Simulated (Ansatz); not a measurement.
**NaHg2: enthalpy against pressure**

NaHg2, P6/mmm, a = 5.092 Å, c = 3.238 Å. The structure is a COD entry; whether it is the stable form wasn't checked. Ansatz: r2SCAN, PAW, 500 eV, Γ-centred 12×12×14 mesh on 3 atoms, Gaussian smearing 0.10 eV; no spin polarisation. Cell and atoms are relaxed at each pressure, and no other structure is tried, so the rows at high pressure may lie past a change of phase. y is the enthalpy over the state at zero pressure; there V0 = 24.236 Å³/atom. The pressures are the targets, met within 0.05 GPa.

```tsv
P (GPa)	y (eV/atom)
-3.0	-0.4931
0.0	0.0000
3.0	0.4338
8.0	1.0993
15.0	?
30.0	3.6363
60.0	6.6065
```

Fit y = c1 P + c2 P² + c3 P³ to the other rows, say what c1 and c2 mean, and predict the missing value.

Least squares on the rows shown. y = 0.14930 P − 0.0012270 P² + 9.5661×10⁻⁶ P³. Since dH/dP = V, c1 is V0: 0.14930 eV/GPa × 160.2 = 23.918 Å³ against 24.236; c2 = −V0/(2B0) gives B0 = 61 GPa, where a Birch–Murnaghan fit to the volumes of the same runs (not shown) gives 28 GPa: a cubic over this range folds the higher terms into c2. Above P = −c2/(3 c3) = 43 GPa the cubic's slope, the volume, would rise with pressure, so the form fails there. At P = 15.0 the fit asked for gives 1.9957 eV/atom. The run gave 1.9589 eV/atom, so the fit is 0.0368 eV/atom too high, 0.52 % of the span of the series, against an rms of 0.0181 eV/atom on the fitted rows. With a term in P⁴ added, a fit to the same known rows predicts 1.9212 eV/atom, which misses by about as much or more on the other side: the known rows don't fix the higher terms.

The mesh isn't the same in all rows (12×12×14, 12×12×16). Spin–orbit coupling is left out, which can shift energies with elements as heavy as these.